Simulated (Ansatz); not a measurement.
Values for one crystal, relaxed and computed with r²SCAN in the plane-wave PAW code Ansatz; other levels are named.

```yaml
volume_per_atom: 18.35 Å³
electronic_character: metallic (no gap)
Formation energy from the elements (no fitted shifts): -1.09 eV/atom
Density of states at the Fermi level: 0.56 states/eV per atom (mean over ±0.08 eV)
```

Problem. Pick the material that matches.
A. LaSiRu, P4/nmm (La on 2c, Si on 2c, Ru on 2a)
B. NbSi2, P6_222 (Nb on 3c, Si on 6i)
C. LaSi2Pt2, I4/mmm (Si on 4e, Pt on 4d, La on 2a)
D. CoSi2, fluorite or antifluorite type

Solution. C, LaSi2Pt2, I4/mmm (Si on 4e, Pt on 4d, La on 2a)

The workflow started from an entry of the Crystallography Open Database (COD). Whether it is the stable phase at ambient conditions was not checked. The r²SCAN relaxation kept the symmetry of its start; whether a distortion lowers the energy is not shown. The run is not spin-polarised. The references are the lowest solids computed at this level, not always the standard phases. Scalar-relativistic: spin–orbit coupling is off unless named, which matters more the heavier the elements.

Potentials: the later of the program's two PAW sets.
